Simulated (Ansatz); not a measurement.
## How much do the gradients of TiPt₃ depend on the method?

Cell: a structure deposited in the COD, whose atoms a relaxation with PBE at fixed cell left in place.

```
Ti Pt
1.0
     3.89700    0.00000    0.00000
     0.00000    3.89700    0.00000
     0.00000    0.00000    3.89700
Ti Pt
1 3
Direct
  0.00000 0.00000 0.00000
  0.00000 0.50000 0.50000
  0.50000 0.00000 0.50000
  0.50000 0.50000 0.00000
```

Sites (sets of like atoms) are named by element and the number of their first atom in this list.

First run. All values are calculated (Ansatz; DFT, PBE, plane waves and PAW, scalar-relativistic, 420 eV cutoff, Γ-centred 9×9×9 k-points, Fermi–Dirac smearing 0.05 eV), not measured.

```json
{"site": "Pt", "atom": "2", "V_zz (10²¹ V/m²)": "-7.86", "η": "0.00"}
```

Second run. The same atoms and settings, except that the functional is PBEsol.

(1) Given the first result, estimate the second.

## Answers

(1) 

```csv
site,atom,V_zz,η,change of V_zz
Pt,2,-7.63,0.00,+0.23
```

The largest change of V_zz is on Pt, from -7.86 to -7.63. In per cent, |V_zz| changes by -3 on Pt (all sites that start above 2). Sites without a gradient aren't listed.

With no gap above 0.1 eV, as in a metal, the gradients converge slowly in k; expect changes of a tenth or more on a denser mesh. Spin–orbit coupling is left out, which shifts gradients on Pt by a few per cent in wide-gap crystals, and can shift them far more where the calculated gap is small or absent, as here.
For the first run: At this cell the PBE pressure is 10 GPa, so with PBE the cell would grow if it were relaxed. The entry's cell may itself be off.
